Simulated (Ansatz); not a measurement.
CaCd$_{2}$As$_{2}$:
```
CaCd2As2
1.0
    4.40815     0.00000     0.00000
   -2.20408     3.81757     0.00000
    0.00000     0.00000     7.19550
Ca Cd As
1 2 2
Direct
  0.00000   0.00000   0.00000
  0.33333   0.66667   0.63372
  0.66667   0.33333   0.36628
  0.33333   0.66667   0.23747
  0.66667   0.33333   0.76253
```

Relaxed with r²SCAN.

**Question.** Map the valence electron density (e/Å³), cut off at 2 on the plane through (0.000, 0.000, 0.000) spanned by u = [0, 0, 1] and v = [1, -1, 0] in lattice vectors, from plane-wave PAW r²SCAN (Ansatz code).

**Answer.** x is the fraction of u, y of v (the angle between them is 90°; rows are the nearest grid lines); atoms in the plane: Ca at (0.00, 0.00), Cd at (0.63, 0.33), Cd at (0.37, 0.67), As at (0.24, 0.33), As at (0.76, 0.67).
```
|9999510000000000000000000000000159999|
|9998310000000000000000000000000138999|
|9974100000000000000000000000000014899|
|1100000000000000000000000000000000111|
|0000000000011111000000000111111100000|
|0000000000123332110000011122222110000|
|0000000012799999941101123699996321000|
|0000000026999999993111137999999731100|
|0000000027999999993111138999999731100|
|0000000013999999952111124999998321000|
|0000000001234553210000112233332110000|
|0000000011112211100000111122211100000|
|0000011122211110000011122111100000000|
|0000112333322110000123554321000000000|
|0001238999994211112599999993100000000|
|0011379999998311113999999997200000000|
|0011379999997311113999999996200000000|
|0001236999963211011499999972100000000|
|0000112222211100000112333210000000000|
|0000011111110000000001111100000000000|
|1110000000000000000000000000000000011|
|9984100000000000000000000000000014799|
|9998310000000000000000000000000138999|
|9999510000000000000000000000000159999|
```
Scale: ten equal steps from 0.012 (start of '0') to 2.00 (end of '9'), in the order '0123456789'; x runs from 0.000 to 1.00, y from 0.000 (bottom) to 1.00 (top).

The density is the valence pseudo-density with augmentation charge, so density and ELF within about 1 Å of a nucleus are not all-electron values.

Space group P-3m1. The first step of the workflow began from a Materials Project structure, measured or hypothetical; the Crystallography Open Database files this formula in space group No. 164, but the cells were not matched. Whether it is the stable phase at ambient conditions was not checked. The r²SCAN relaxation kept the symmetry of its start; whether a distortion lowers the energy is not shown.

Potentials: the later of the program's two PAW sets.
